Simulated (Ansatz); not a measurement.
# Is this Cd3SeS2 structure a true minimum?

The structure comes from a proposed guess, relaxed at this level; another structure or a mixture of phases may lie lower.

These are results of DFT PBE, scalar-relativistic, plane waves, PAW (Ansatz 0.2.0), not measurements. Cutoff 420 eV; k points 6×6×4 on the computed 12-atom cell (Γ-centred); Gaussian smearing, width 0.02 eV; no spin polarisation.

The cell below (12 atoms, space group Cmc2_1 (No. 36)) is relaxed within its symmetry.

```
Cd Se S
1.0
     6.38753   -3.68655    0.00000
     6.38753    3.68655    0.00000
     0.00000    0.00000    6.93429
Cd Se S
6 2 4
Direct
  0.48985 0.16650 0.12963
  0.51015 0.83350 0.62963
  0.82289 0.17711 0.61387
  0.17711 0.82289 0.11387
  0.83350 0.51015 0.12963
  0.16650 0.48985 0.62963
  0.83009 0.16991 0.00025
  0.16991 0.83009 0.50025
  0.49650 0.16673 0.50081
  0.50350 0.83327 0.00081
  0.83327 0.50350 0.50081
  0.16673 0.49650 0.00081
```

For the test it was strained at random (σ = 1.5 % a component), the atoms were moved at random (σ = 0.05 Å), and all was relaxed again on a coarse 2×2×2 mesh (in the run’s order of axes) with 0.10 eV smearing, with no symmetry imposed.

Q: Does it come back?

A: It returns, within 1 meV/atom of the unmoved cell on that mesh and with the same symmetry when read at 0.1 Å (Cc at 0.01 Å, so small strains and shifts remain). No instability shows in this cell; modes of other wave vectors, which need another repeat, aren't tested.
